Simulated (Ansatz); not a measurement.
**PbS: computed property card**

PbS:
```yaml
crystal:
  lattice:
    - [5.10078, 0.00000, 0.00000]
    - [0.00000, 5.10078, 0.00000]
    - [0.00000, 0.00000, 4.12701]
  atoms:
    - { symbol: Pb, position: [0.50000, 0.00000, 0.30404] }
    - { symbol: Pb, position: [0.00000, 0.50000, 0.69596] }
    - { symbol: S, position: [0.00000, 0.00000, 0.00000] }
    - { symbol: S, position: [0.50000, 0.50000, 0.00000] }
```

Space group P4/nmm (No. 129); conventional cell a = b = 5.101 Å, c = 4.127 Å, α = β = γ = 90.00°.

Method: the program Ansatz at the r²SCAN+D4 level (PAW). The cell and atoms are relaxed at this level. Other levels are named where they apply.

### Cell and energy

```
Quantity                                                      Result
-----------------------------------------------------  -------------
Volume per atom                                             26.84 Å³
Density                                                   7.40 g/cm³
Formation energy from the elements (no fitted shifts)  -0.54 eV/atom
```

### Electronic structure

```
Quantity                                                                                                                           Value
--------------------------------------------  ------------------------------------------------------------------------------------------
Band gap                                                                                                              1.01 eV (indirect)
Valence-band maximum                          off the standard path, at k = (0.000, 0.294, 0.260) in fractions of the reciprocal vectors
Conduction-band minimum                       off the standard path, at k = (0.133, 0.133, 0.393) in fractions of the reciprocal vectors
Smallest direct gap on the standard path                                                                                         1.29 eV
Electron effective mass                                                                           0.24, 0.28, 0.44 mₑ (principal values)
Hole effective mass                                                                                0.31, 0.96, 1.4 mₑ (principal values)
Hole effective mass with spin–orbit coupling                                                       0.30, 0.97, 1.4 mₑ (principal values)
HSE06 gap on the r²SCAN+D4 cell                                                                                                  1.28 eV
Gap with spin–orbit coupling                                                                                                     0.65 eV
```

### Mechanics

```
Item                                                                                                  Result
-------------------------------------  ---------------------------------------------------------------------
Elastic constants (relaxed ions, GPa)  C11 = 30.9, C12 = 76.7, C13 = 13.0, C33 = 26.9, C44 = 5.0, C66 = 41.2
Mechanical stability                                                  unstable (C has a negative eigenvalue)
```

### Charges

```
Item                        Result
-------------  -------------------
Bader charges  Pb +1.02, S -1.02 e
```

The start of the workflow was typed in or built on a structure type; neither database checked (COD, Materials Project) lists it. It is not the phase usual at ambient conditions (space group No. 225). The r²SCAN+D4 relaxation kept the symmetry of its start. The volume moved by -18 % from the start of the relaxation. The references are the lowest solids computed at this level, not always the standard phases. Spin–orbit coupling is left out wherever it is not named.

Potentials: the earlier of the program's two PAW sets.
